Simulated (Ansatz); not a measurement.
Q: Write an Ansatz input for a single-point calculation of YbTl3 with PBEsol (scalar-relativistic), a cutoff of 420 eV (density cutoff 4 times that), a Γ-centred 8×8×8 mesh and Gaussian smearing of 0.05 eV, without spin polarisation. Forces, stress and eigenvalues are wanted. The structure:
```
Yb Tl
1.0
     4.6439736326    0.0000000000    0.0000000000
     0.0000000000    4.6439736326    0.0000000000
     0.0000000000    0.0000000000    4.6439736326
Yb Tl
1 3
Direct
  0.0000000000 0.0000000000 0.0000000000
  0.0000000000 0.5000000000 0.5000000000
  0.5000000000 0.5000000000 0.0000000000
  0.5000000000 0.0000000000 0.5000000000
```

A: 
```yaml
crystal:
  lattice:
    - [4.6439736326, 0.0, 0.0]
    - [0.0, 4.6439736326, 0.0]
    - [0.0, 0.0, 4.6439736326]
  atoms:
    - { symbol: Yb, position: [0.0, 0.0, 0.0] }
    - { symbol: Tl, position: [0.0, 0.5, 0.5] }
    - { symbol: Tl, position: [0.5, 0.5, 0.0] }
    - { symbol: Tl, position: [0.5, 0.0, 0.5] }
basis:
  ecutwfc: 420
  ecutrho_ratio: 4
kpoints:
  mp_grid: { grid: [8, 8, 8] }
hamiltonian:
  xc: pbesol
scf:
  occupations: { method: gaussian, width: 0.05 }
output:
  forces: true
  stress: true
  eigenvalues: true
```

Launched as:
```sh
ansatz run input.yaml --threads 4 --pin off --max-ram 8192MiB --backend cpu --events-out ev --progress --plain --runs-dir out
```

Run as written, it has 63 valence electrons, 1935 plane waves at Γ, 48 symmetry operations and 35 irreducible k-points; it took 8 SCF iterations in all. It ran for 2.4 s on 4 threads of Intel(R) Xeon(R) Platinum 8259CL CPU @ 2.50GHz (Skylake/Cascade Lake), with other jobs on the host, peak memory 0.53 GiB.

The compound is reported in the structure type of the start.
